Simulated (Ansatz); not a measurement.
Relaxation of a relaxed Nb cell displaced along its unstable phonon at q = (½, 0, 0) of its primitive reciprocal cell (108i cm⁻¹), largest move 0.15 Å; 2 atoms in the cell, which starts as Pmmn, origin choice 1 (No. 59), oP2; a = 2.8604 Å, b = 4.9543 Å, c = 2.7135 Å, α = β = γ = 90.00°. Computed with r2SCAN (plane waves to 500 eV, PAW, scalar-relativistic; Ansatz, an electronic-structure program). Γ-centred k-mesh 13×13×12 on the run's cell (coarser than for final values), Fermi–Dirac smearing 0.05 eV. This is the first round of the run. 

The optimiser's lines from the output (shortened; P is positive under compression):

```
relax step   1: F+E_penalty+E_count = -9126.15331906 eV  Δ(F+E_penalty+E_count) = +0.000e0 eV  max|allowed force component| = 5.939e-1 eV/Å  Δτ_max = 0.0000 Å  P = -0.459 GPa  Ω = 38.454 Å³  (6 SCF iters, dr2 threshold 1.00e-7 eV, accepted)
relax step   2: F+E_penalty+E_count = -9126.50204367 eV  Δ(F+E_penalty+E_count) = -3.487e-1 eV  max|allowed force component| = 1.052e0 eV/Å  Δτ_max = 0.1952 Å  P = -1.146 GPa  Ω = 37.957 Å³  (7 SCF iters, dr2 threshold 2.00e-7 eV, accepted)
relax step   3: F+E_penalty+E_count = -9126.86779201 eV  Δ(F+E_penalty+E_count) = -3.657e-1 eV  max|allowed force component| = 7.122e-1 eV/Å  Δτ_max = 0.1950 Å  P = -1.275 GPa  Ω = 37.243 Å³  (7 SCF iters, dr2 threshold 2.00e-7 eV, accepted)
relax step   4: F+E_penalty+E_count = -9126.97673534 eV  Δ(F+E_penalty+E_count) = -1.089e-1 eV  max|allowed force component| = 3.556e-1 eV/Å  Δτ_max = 0.1929 Å  P = +1.356 GPa  Ω = 36.522 Å³  (7 SCF iters, dr2 threshold 2.00e-7 eV, accepted)
relax step   5: F+E_penalty+E_count = -9126.99773215 eV  Δ(F+E_penalty+E_count) = -2.100e-2 eV  max|allowed force component| = 4.969e-2 eV/Å  Δτ_max = 0.0623 Å  P = -0.836 GPa  Ω = 36.948 Å³  (6 SCF iters, dr2 threshold 2.00e-7 eV, accepted)
relax step   6: F+E_penalty+E_count = -9126.99994478 eV  Δ(F+E_penalty+E_count) = -2.213e-3 eV  max|allowed force component| = 8.801e-3 eV/Å  Δτ_max = 0.0063 Å  P = +0.278 GPa  Ω = 36.697 Å³  (5 SCF iters, dr2 threshold 2.00e-7 eV, accepted)
relax step   7: F+E_penalty+E_count = -9127.00236786 eV  Δ(F+E_penalty+E_count) = -2.423e-3 eV  max|allowed force component| = 3.751e-4 eV/Å  Δτ_max = 0.0013 Å  P = -0.050 GPa  Ω = 36.737 Å³  (5 SCF iters, dr2 threshold 2.00e-7 eV, accepted)
relax step   8: F+E_penalty+E_count = -9127.00243901 eV  Δ(F+E_penalty+E_count) = -7.116e-5 eV  max|allowed force component| = 1.531e-4 eV/Å  Δτ_max = 0.0000 Å  P = -0.019 GPa  Ω = 36.725 Å³  (4 SCF iters, dr2 threshold 6.58e-8 eV, accepted)
relax step   9: F+E_penalty+E_count = -9127.00244223 eV  Δ(F+E_penalty+E_count) = -3.218e-6 eV  max|allowed force component| = 1.361e-5 eV/Å  Δτ_max = 0.0000 Å  P = -0.002 GPa  Ω = 36.721 Å³  (4 SCF iters, dr2 threshold 3.90e-9 eV, accepted)
relax step  10: F+E_penalty+E_count = -9127.00150968 eV  Δ(F+E_penalty+E_count) = +9.326e-4 eV  max|allowed force component| = 1.720e-5 eV/Å  Δτ_max = 0.0000 Å  P = -0.010 GPa  Ω = 36.721 Å³  stress off target by 2.82e-2 GPa  SCF on the basis re-selected at this cell (its energy is not comparable with the rows above)  (6 SCF iters)
relax step  11: F+E_penalty+E_count = -9127.00151168 eV  Δ(F+E_penalty+E_count) = -2.009e-6 eV  max|allowed force component| = 3.325e-5 eV/Å  Δτ_max = 0.0000 Å  P = +0.000 GPa  Ω = 36.719 Å³  (4 SCF iters, dr2 threshold 1.99e-9 eV, accepted)
relax step  12: F+E_penalty+E_count = -9127.00150901 eV  Δ(F+E_penalty+E_count) = +2.670e-6 eV  max|allowed force component| = 3.389e-5 eV/Å  Δτ_max = 0.0000 Å  P = +0.000 GPa  Ω = 36.719 Å³  stress off target by 2.08e-3 GPa  SCF on the basis re-selected at this cell (its energy is not comparable with the rows above)  (4 SCF iters)
```

From the first to the last row the energy changes by -0.42 eV/atom and the volume by -4.5 %. The last row is marked as not comparable with the walk above it, whose basis was carried along; it does compare with step 1, since both stand on a basis selected at the nominal cutoff for their own cell.

Later rounds, restarted from the end of this one on a renewed k-mesh, logged 5 more steps and released under 0.01 eV/atom more. The final structure after all rounds: I4/mmm (No. 139), tI2; a = b = 2.7339 Å, c = 4.9140 Å, α = β = γ = 90.00°. Between re-selections the logged energies stand on a plane-wave basis carried along with the cell. No spin polarisation in the result.

The run could not lose the symmetry of its start, so the end can be a saddle point.

The relaxed structure here is a generated cell of Nb: the first start was made by placing the elements on the sites of a structure type, and the end was not matched to a known phase here, so it may be hypothetical. Known forms of Nb include space group No. 229.
